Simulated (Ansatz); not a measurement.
ZnO:
```cif
data_O6Zn6
_chemical_formula_sum 'Zn6 O6'
_space_group_name_H-M_alt 'P 1'
_space_group_IT_number 1
_cell_length_a 5.57985
_cell_length_b 5.57985
_cell_length_c 5.57985
_cell_angle_alpha 90.000
_cell_angle_beta 90.000
_cell_angle_gamma 90.000
loop_
_space_group_symop_operation_xyz
  'x, y, z'
loop_
_atom_site_label
_atom_site_type_symbol
_atom_site_fract_x
_atom_site_fract_y
_atom_site_fract_z
_atom_site_occupancy
Zn1 Zn 0.25000 0.00000 0.50000 1
Zn2 Zn 0.75000 0.00000 0.50000 1
Zn3 Zn 0.50000 0.25000 0.00000 1
Zn4 Zn 0.50000 0.75000 0.00000 1
Zn5 Zn 0.00000 0.50000 0.25000 1
Zn6 Zn 0.00000 0.50000 0.75000 1
O1 O 0.75000 0.50000 0.00000 1
O2 O 0.25000 0.50000 0.00000 1
O3 O 0.00000 0.75000 0.50000 1
O4 O 0.00000 0.25000 0.50000 1
O5 O 0.50000 0.00000 0.75000 1
O6 O 0.50000 0.00000 0.25000 1
```

Relaxed with r²SCAN. Independent-particle spectrum: no excitons, no local fields, no scissors shift; 0.1 eV broadening; ε₁ of the summed bands alone.

Q: Tabulate the dielectric function from r²SCAN in the plane-wave PAW code Ansatz.

A: 

```tsv
E (eV)	ε₁ xx	ε₂ xx
0.0	3.54	0.00
0.4	3.56	0.00
0.8	3.66	0.00
1.2	3.94	0.00
1.6	4.15	0.86
2.0	3.67	1.07
2.4	3.40	1.07
2.8	3.28	1.03
3.2	3.19	1.08
3.6	3.10	1.06
4.0	3.06	1.04
4.4	3.07	1.06
4.8	3.10	1.13
5.2	2.95	1.24
5.6	2.95	1.19
6.0	2.97	1.07
6.4	3.19	1.22
6.8	3.30	1.51
7.2	3.00	1.56
7.6	3.10	1.65
8.0	3.32	1.92
8.4	3.26	2.38
8.8	2.18	2.59
9.2	1.80	2.31
9.6	2.26	1.76
10.0	2.71	1.95
10.4	2.58	2.75
10.8	2.51	2.58
11.2	2.56	3.50
11.6	1.14	3.69
12.0	1.20	3.01
```

Q: From ε at 1.9 eV (xx: 3.76 + 1.05i), find n, k, the normal reflectivity and the absorption coefficient.

A: n = 1.96, k = 0.268, R = 11 %, α = 2kE/ħc = 52000 cm⁻¹.

With all bands, ε∞ without local fields is 3.73.

Space group Pm-3n. The start of the workflow was typed in or built on a structure type; neither database checked (COD, Materials Project) lists it. It is not the phase usual at ambient conditions (space group No. 186). The cell was relaxed with r²SCAN under the symmetry of its start; whether a distortion lowers the energy is not shown.

Potentials: the earlier of the program's two PAW sets.
